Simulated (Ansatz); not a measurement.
Re:
```
CELL_PARAMETERS angstrom
      0.00000     1.94671     1.94671
      1.94671     0.00000     1.94671
      1.94671     1.94671     0.00000
ATOMIC_POSITIONS crystal
  Re 0.00000 0.00000 0.00000
```

Relaxed with r²SCAN. Special points in fractions of this cell's reciprocal vectors: Γ (0.000, 0.000, 0.000); X (0.500, 0.000, 0.500); U (0.625, 0.250, 0.625); K (0.375, 0.375, 0.750); L (0.500, 0.500, 0.500); W (0.500, 0.250, 0.750).

Question: List the band energies nearest the Fermi level at these points for plane-wave PAW r²SCAN with spin–orbit coupling (Ansatz code).

Answer: In eV from the Fermi level; about four levels below and three above (degenerate sets whole), none deeper than 8.9 eV; … stands for higher levels left out; points with the same levels are listed once.

```csv
k,below,above
Γ,-2.33 -2.33 -2.33 -2.33 -1.73 -1.73,…
X,-7.23 -7.23 -6.38 -6.38,2.42 2.42 3.80 3.80
U,-4.92 -4.92 -1.44 -1.44,1.48 1.48 3.52 3.52
L,-1.95 -1.95 -0.16 -0.16,3.69 3.69 …
W,-3.67 -3.67 -3.49 -3.49,0.21 0.21 4.66 4.66
```

Space group Fm-3m (fcc (Cu type)). A made-up cell: these elements were put on the sites of a structure type; the Crystallography Open Database files this formula in space group No. 225, but the cells were not matched. It is not the phase usual at ambient conditions (space group No. 194). The cell was relaxed with r²SCAN under the symmetry of its start; whether a distortion lowers the energy is not shown. The run is not spin-polarised.

Potentials: the later of the program's two PAW sets.
